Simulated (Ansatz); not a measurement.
AlRu (CsCl type)

```yaml
crystal:
  lattice:
    - [2.98252, 0.00000, 0.00000]
    - [0.00000, 2.98252, 0.00000]
    - [0.00000, 0.00000, 2.98252]
  atoms:
    - { symbol: Al, position: [0.00000, 0.00000, 0.00000] }
    - { symbol: Ru, position: [0.50000, 0.50000, 0.50000] }
```

The slice is a {100} plane (indices of the conventional cell) through the point (0.500, 0.500, 0.500) (fractional), spanned by u = [100] and v = [010] in vectors of this cell: u (2.98 Å) and v (2.98 Å, at 90° to u). It covers one period; positions are fractions (u, v).

Calculation: r2SCAN (plane waves to 500 eV, PAW, scalar-relativistic; Ansatz, an electronic-structure program). k mesh 16×16×16. These are valence fields of a PAW run, semicore shells included where kept as valence: close to a nucleus they are smooth pseudo fields. AlRu is run without spin polarisation. AlRu was relaxed with its symmetry unable to fall.

### Question
Sketch the electrostatic potential energy of an electron, from the cell's mean on this plane as a map.

### Answer
```
|xxxxxxxxxx =#%@%#= xxxxxxxxx|
|xxxxxxxxxx.+#%@%#+.xxxxxxxxx|
|xxxxxxxxx :+%@@@%+: xxxxxxxx|
|xxxxxxxxx =*%@@@%*= xxxxxxxx|
|xxxxxxxx :+#%@@@%#+: xxxxxxx|
|xxxxxxxx =*%@@@@@%*= xxxxxxx|
|xxxxxxx -+#%@@@@@%#+- xxxxxx|
|xxxxx  -+#%@@@@@@@%#+-  xxxx|
|xxx  :=+#%%@@@@@@@%%#+=:  xx|
|  .:=+*#%%@@@@@@@@@%%#*+=:. |
|==++*#%%@@@@@@@@@@@@@%%#*++=|
|###%%%@@@@@@@@@@@@@@@@@%%%##|
|%%%@@@@@@@@@@@@@@@@@@@@@@@%%|
|@@@@@@@@@@@@@@@@@@@@@@@@@@@@|
|%%%@@@@@@@@@@@@@@@@@@@@@@@%%|
|###%%%@@@@@@@@@@@@@@@@@%%%##|
|==++*#%%@@@@@@@@@@@@@%%#*++=|
|  .:=+*#%%@@@@@@@@@%%#*+=:. |
|xxx  :=+#%%@@@@@@@%%#+=:  xx|
|xxxxx  -+#%@@@@@@@%#+-  xxxx|
|xxxxxxx -+#%@@@@@%#+- xxxxxx|
|xxxxxxxx =*%@@@@@%*= xxxxxxx|
|xxxxxxxx :+#%@@@%#+: xxxxxxx|
|xxxxxxxxx =*%@@@%*= xxxxxxxx|
|xxxxxxxxx :+%@@@%+: xxxxxxxx|
|xxxxxxxxxx.+#%@%#+.xxxxxxxxx|
|xxxxxxxxxx =#%@%#= xxxxxxxxx|
|xxxxxxxxxx =#%@%#= xxxxxxxxx|
```
Scale: ten equal steps from 3.00 (start of ' ') to 11.31 (end of '@'), in the order ' .:-=+*#%@'. Values: electrostatic potential energy of an electron, from the cell's mean, in eV. The map has 28 points along u (one character each, u = 0 at the left) and 28 along v (v = 0 in the bottom row). Points within 1 Å of a nucleus are blanked (x), as the pseudised field means little there. Values under 3 eV are set to 3. The zero, the cell's mean, hangs on the PAW cores.
